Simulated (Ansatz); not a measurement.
GaN:
```xyz
4
Lattice="3.1829 0.0000 0.0000 -1.5914 2.7564 0.0000 0.0000 0.0000 5.1854" Properties=species:S:1:pos:R:3 pbc="T T T"
Ga     1.5914     0.9188     2.5885
Ga     0.0000     1.8376     5.1812
N      1.5914     0.9188     4.5415
N      0.0000     1.8376     1.9488
```

Tensor components refer to the Cartesian frame of this cell.

### Question
Give the proper piezoelectric stress tensor with relaxed ions from DFT-PBEsol in the program Ansatz with PAW potentials.

### Answer
In C/m², rows x, y, z, Voigt columns; mesh uncertainty up to 0.00.
```
 0.00   0.00   0.00   0.00  -0.30   0.00
 0.00   0.00   0.00  -0.30   0.00   0.00
-0.43  -0.43   0.76   0.00   0.00   0.00
```

The elastic tensor of the same run (GPa):

|  | 1 | 2 | 3 | 4 | 5 | 6 |
|---|---|---|---|---|---|---|
| 1 | 344 | 128 | 92.3 | 0.0 | 0.0 | 0.0 |
| 2 | 128 | 344 | 92.3 | 0.0 | 0.0 | 0.0 |
| 3 | 92.3 | 92.3 | 381 | 0.0 | 0.0 | 0.0 |
| 4 | 0.0 | 0.0 | 0.0 | 91.5 | 0.0 | 0.0 |
| 5 | 0.0 | 0.0 | 0.0 | 0.0 | 91.5 | 0.0 |
| 6 | 0.0 | 0.0 | 0.0 | 0.0 | 0.0 | 108 |

### Question
Convert to strain constants d = e·S.

### Answer
In pC/N:
```
 0.0   0.0   0.0   0.0  -3.2   0.0
 0.0   0.0   0.0  -3.2   0.0   0.0
-1.4  -1.4   2.7   0.0   0.0   0.0
```

Space group P6_3mc (wurtzite). The PBEsol relaxation kept the symmetry of its start. Signs of piezoelectric constants follow the polarity of the cell as given.

Potentials: the earlier of the program's two PAW sets. The files were generated under PBE; for other functionals the program regenerates the frozen cores, and for LDA and PBEsol the local potential too.
